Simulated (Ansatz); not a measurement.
Sheets of one type (M2XT2 MXene (fcc sites)-type), plane-wave PAW PBE (Ansatz code); HSE06 gaps on those cells.

| layer | a (Å) | thickness (Å) |
|---|---|---|
| V2NTe2 | 3.259 | 5.87 |
| Y2NTe2 | 3.655 | 7.16 |
| Nb2NTe2 | (withheld) | (withheld) |
| Ti2NTe2 | 3.313 | 6.20 |
| Nb2F2N | 2.915 | 5.78 |
| Hf2NTe2 | 3.496 | 6.49 |

Fill in the missing entries.


- Nb2NTe2, a (Å): 3.427
- Nb2NTe2, thickness (Å): 6.23

Began spin-polarised and lost the moments: V2NTe2, M2XT2 MXene (fcc sites)-type layer; Y2NTe2, M2XT2 MXene (fcc sites)-type layer; Nb2NTe2, M2XT2 MXene (fcc sites)-type layer; Ti2NTe2, M2XT2 MXene (fcc sites)-type layer; Nb2F2N, M2XT2 MXene (fcc sites)-type layer; Hf2NTe2, M2XT2 MXene (fcc sites)-type layer. All cells were relaxed under the symmetry of their starts (and spin orders); stability against distortions was not tested throughout. Spin–orbit coupling is left out wherever it is not named. Constructed layers (a layer type filled with these elements): V2NTe2, M2XT2 MXene (fcc sites)-type layer; Y2NTe2, M2XT2 MXene (fcc sites)-type layer; Nb2NTe2, M2XT2 MXene (fcc sites)-type layer; Ti2NTe2, M2XT2 MXene (fcc sites)-type layer; Nb2F2N, M2XT2 MXene (fcc sites)-type layer; Hf2NTe2, M2XT2 MXene (fcc sites)-type layer.

Potentials: the later of the program's two PAW sets.
